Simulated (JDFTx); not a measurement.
Mo(100) slab cut from bulk Mo (space group Im-3m, indices of the conventional cell, lattice of the Materials Project entry mp-129, not re-optimised): 6 atoms in 6 planes, a 1x1 cell of 10.03 Å² (|a| = 3.168, |b| = 3.168 Å), 7.5 Å between the outermost planes, cell height 23.9 Å, 8×8×1 k mesh, Fermi smearing 0.01 Ha, no spin polarisation.

Method: PBE, GBRV ultrasoft potentials, plane waves to 20/100 Ha, in JDFTx (a modified build). Liquid on both sides: linear PCM (GLSSA13), water, 0.5 M NaCl; nuclei fixed. 

Charging data:

| U − U_pzc (V) | σ (μC/cm²) |
|---|---|
| -0.90 | -19.70 |
| -0.70 | -16.77 |
| -0.59 | -15.00 |
| -0.15 | -5.88 |
| 0.00 | 0.00 |

A calculation by hand: a check of Lippmann's equation. The grand free energy per area against the neutral slab, Δγ = [F(N) − F(N₀) − μ(N − N₀)]/2A, is taken from the total energies of the same runs.

```
U − U_pzc (V)  Δγ (mJ/m²)
-------------  ----------
-0.90              -106.7
-0.70               -70.2
-0.59               -52.6
-0.15                -4.9
0.00                  0.0
```

Δγ is largest at zero charge and falls away from it, as dγ/dU = −σ demands. At -0.90 V the computed -106.7 mJ/m² stands beside -88.5 mJ/m² from the constant-capacitance formula.
